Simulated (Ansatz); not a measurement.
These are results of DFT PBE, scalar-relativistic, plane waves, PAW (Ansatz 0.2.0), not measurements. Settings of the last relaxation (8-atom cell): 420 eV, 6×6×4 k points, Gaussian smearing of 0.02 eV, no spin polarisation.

Formation energies are uncorrected and count from the elements' standard states at the same level.

Question: Find a candidate tetragonal semiconductor that holds Te and 2 more elements, with a gap near 1.5 eV, a formation energy near −0.42 eV/atom and a density near 5.36 g/cm³, in a cell of 8 atoms.

Answer: BeZn₃Te₄, space group P-4m2 (No. 115). Be is surrounded by 4 Te at 2.51 Å; around Zn on a site of symmetry 2mm lie 4 Te at 2.66 Å; Zn on a site of symmetry -4m2 has 4 Te at 2.66 Å; Te on its first site is surrounded by 2 Be at 2.51 Å and 2 Zn at 2.66 Å; 1 more site not described.

```xyz
8
Lattice="4.2697 0.0000 0.0000 0.0000 4.2697 0.0000 0.0000 0.0000 12.1620" Properties=species:S:1:pos:R:3 pbc="T T T"
Be    2.1349    2.1349    6.0810
Zn    0.0000    0.0000    9.0018
Zn    0.0000    0.0000    3.1602
Zn    2.1349    2.1349    0.0000
Te    2.1349    0.0000    7.4084
Te    0.0000    2.1349    4.7536
Te    2.1349    0.0000    1.5810
Te    0.0000    2.1349   10.5810
```

The volume per atom is 27.71 Å³ and the density is 5.36 g/cm³. The energy over the elements is −0.422 eV/atom and the gap on the 6×6×4 mesh of the 8-atom cell is 1.51 eV.

The cell was found from a structure generator's guess, not taken from experiment. Other answers may fit too; this one was computed.

These runs have no spin–orbit coupling, which can matter for Te. Kohn–Sham gaps at this level usually fall short of measured ones. The missing spin–orbit coupling can work the other way here. The reference form of Te is held partly by dispersion forces, which this level lacks. A later test with randomly moved atoms came back to the same energy, though modes that don't fit the test's cell weren't probed.
